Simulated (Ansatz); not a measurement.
A trial structure of RbVO2 was built thus: random cell by space group and Wyckoff sites (P6/mmm, No. 191). Its size is a rough estimate.

```xyz
4
Lattice="3.6105 0.0000 0.0000 -1.8053 3.1268 0.0000 0.0000 0.0000 7.3555" Properties=species:S:1:pos:R:3 pbc="T T T"
Rb    0.0000    0.0000    0.0000
V     0.0000    0.0000    3.6777
O     0.0000    0.0000    5.2421
O     0.0000    0.0000    2.1133
```

These are results of Ansatz, DFT PBE, scalar-relativistic, plane waves, PAW, not measurements. Cutoff 420 eV, Gaussian smearing, Γ-centred meshes. Cell and atoms relax first on a coarse mesh and then on a finer one. In between, the cell is made exact in the group found at 0.06 Å. In metals the finer mesh still leaves noise of several meV/atom or more. The steps can't lower the symmetry of their start. Collinear spin, starting moments V 2.0 μB.

A guess keeps its type if space group and coordination stay and the shape of the cell changes little (axis ratios within about 15 %, angles within 6°); the volume may change.

Q: Will the relaxed cell still be of the starting type?

A: It keeps its type. The symmetry stays P6/mmm (No. 191). The volume per atom grows by 53.4 %, from 20.8 to 31.9 Å³. The shortest distance goes from 1.56 Å (V–O) to 1.72 Å (V–O). The ratio c/a of the conventional cell changes by a factor of 1.01. Counting neighbours within 15 % of an atom's shortest distance, the start has O 1, Rb 2, V 2 and the end O 1, Rb 2, V 2.

Formation energies are uncorrected and refer to the elements' standard structures at the same level (O₂ as a molecule).

Q: At what energy does it end?

A: −0.96 eV/atom.

The last run used collinear spin, a 12×12×6 mesh (in the run's order of axes) for its 4-atom cell and Gaussian smearing of 0.10 eV. In such compounds of V a zero gap at this level may well be an artefact, since no Hubbard U is applied. The magnetic state reached may not be the lowest. A structure relaxed within its symmetry needn't be a true minimum. Another cell of RbVO2 relaxed alike, in P4/mmm, lies 0.79 eV/atom lower, so this cell isn't the stable form at this level.
